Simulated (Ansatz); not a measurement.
A relaxed structure of Sb. These are PBEsol (plane waves to 420 eV, PAW, scalar-relativistic; Ansatz, a program for electronic structure) values and carry that method's errors.

```xyz
2
Lattice="2.1604 1.2473 3.6877 -2.1604 1.2473 3.6877 0.0000 -2.4946 3.6877" Properties=species:S:1:pos:R:3 pbc="T T T"
Sb     0.0000     0.0000     2.6093
Sb     0.0000     0.0000     8.4538
```

**Question.** Determine the symmetry and give the standard cell with its independent sites.

**Answer.** Space group R-3m, hexagonal axes (No. 166); a = 4.3208 Å, b = 4.3208 Å, c = 11.0631 Å, α = 90.00°, β = 90.00°, γ = 120.00°

| atom | site | symmetry | x | y | z |
|---|---|---|---|---|---|
| Sb | 6c | 3m | 0.0000 | 0.0000 | 0.2359 |

This is the AFLOW prototype A_hR2_166_c (A7, as in As).

**Question.** Give the shortest distances between elements (the closest pairs, up to four, under 3.6 Å).

**Answer.** Sb–Sb 2.93 Å.

The volume per atom comes out as 29.81 Å³ and the band gap is zero (metallic).

No spin polarisation in the result.

The run could not lose the symmetry of its start.
